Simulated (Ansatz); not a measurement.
**YSn3: all-electron results**

```yaml
crystal:
  lattice:
    - [4.66600, 0.00000, 0.00000]
    - [0.00000, 4.66600, 0.00000]
    - [0.00000, 0.00000, 4.66600]
  atoms:
    - { symbol: Y, position: [0.00000, 0.00000, 0.00000] }
    - { symbol: Sn, position: [0.00000, 0.50000, 0.50000] }
    - { symbol: Sn, position: [0.50000, 0.00000, 0.50000] }
    - { symbol: Sn, position: [0.50000, 0.50000, 0.00000] }
```

Atoms are numbered in the order listed.

Conventional cell: a = 4.666 Å, b = 4.666 Å, c = 4.666 Å, α = 90.00°, β = 90.00°, γ = 90.00°. Y (atom 1) is surrounded by 12 Sn at 3.30 Å. Sn (atom 2) is surrounded by 4 Y at 3.30 Å and 8 Sn at 3.30 Å.

The cell is COD entry 4343790, as deposited and not checked against the literature; nothing was relaxed.

Spin polarisation is left out, and whether a magnetic state lies lower isn't shown here.

Spin–orbit coupling is left out, though it moves levels of the heavy atoms by tenths of an eV or more.

All numbers are computed: DFT, PBEsol, all-electron LAPW, scalar-relativistic (Ansatz 0.2.0); DFT, PBEsol, PAW with Ansatz's default frozen-core files, scalar-relativistic (Ansatz 0.2.0).

For LAPW: a Γ-centred 8×8×8 k mesh, Fermi–Dirac smearing of 0.05 eV, basis error target 1 meV/atom, no spin polarisation. PAW takes a cutoff of 420 eV at this cell (files made with PBE, cores remade for this functional). The Ansatz runs share mesh, smearing and spin set-up. Values come from LAPW unless marked.

```yaml
Bader_charges_from_the_PAW_run: Y1 +1.41, Sn2 -0.47 e
Volume_per_atom: 171.4 bohr³
```

(1) Predict this quantity. Density of states at the Fermi level (0.2 eV bin).

(2) Band gap: what does the calculation give?

(3) Pressure at this cell: what does the calculation give?

(4) Give the computed value. Löwdin charges (with 0.10 e of the cell spilling out of the atomic basis, so their sizes and signs hang on that basis).

Answers

(1) 2.48 states/eV per cell.

(2) none: with an odd electron count and no spin polarisation the bands can't all be full, a metal in this set-up (in compounds, spin order or a distortion in a larger cell can open a gap).

(3) -0.83 GPa.

(4) Y1 0.31, Sn2 -0.07 e.
